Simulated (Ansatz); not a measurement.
ZnPt₃:
```
ZnPt3
1.0
    3.89449     0.00000     0.00000
    0.00000     3.89449     0.00000
    0.00000     0.00000     3.89449
Pt Zn
3 1
Cartesian
  0.00000   1.94724   1.94724
  1.94724   0.00000   1.94724
  1.94724   1.94724   0.00000
  0.00000   0.00000   0.00000
```

Relaxed with r²SCAN.

Q: Map the electron localisation function on the plane through (0.000, 0.500, 0.500) spanned by u = [1, 1, 0] and v = [1, 0, 1] in lattice vectors, from DFT-r²SCAN in the program Ansatz with PAW potentials.

A: x is the fraction of u, y of v (the angle between them is 60°; rows are the nearest grid lines); atoms in the plane: Pt at (0.00, 0.00), Pt at (0.50, 0.00), Pt at (0.00, 0.50), Zn at (0.50, 0.50).
```
|99986444446899999864444468999|
|99997544445799999975344357999|
|99998544444589999985434345899|
|67888644333446888765433433456|
|45566544333344566554333443334|
|44444444333334444444444333444|
|44434443322223344434444333344|
|44443332222222222333444455554|
|65433332222111222233334567876|
|87544332221000012223344578998|
|99864432221000001222344689999|
|99986443221000000122344689999|
|99998644322100000012234468999|
|99998644322210000012223446899|
|89987544332221000012223344578|
|67876543333222211122223333456|
|45555444433322222222223334444|
|44333344443444332222334443444|
|44433344444444443333344444444|
|43334433345566544333344566554|
|65433433456788864433344688876|
|99854343458999998544444589999|
|99975344357999999754444579999|
|99986444446899999864444468999|
```
Scale: ten equal steps from 0.000 (start of '0') to 0.680 (end of '9'), in the order '0123456789'; x runs from 0.000 to 1.00, y from 0.000 (bottom) to 1.00 (top).

The density is the valence pseudo-density with augmentation charge, so density and ELF within about 1 Å of a nucleus are not all-electron values.

Space group Pm-3m (Cu3Au type). The workflow started from an entry of the Crystallography Open Database (COD). Its standing as an ambient phase is unchecked. Symmetry was held in the r²SCAN relaxation; its stability against distortions is not shown here. No spin polarisation was allowed. Spin–orbit coupling is left out wherever it is not named.

Potentials: the later of the program's two PAW sets.
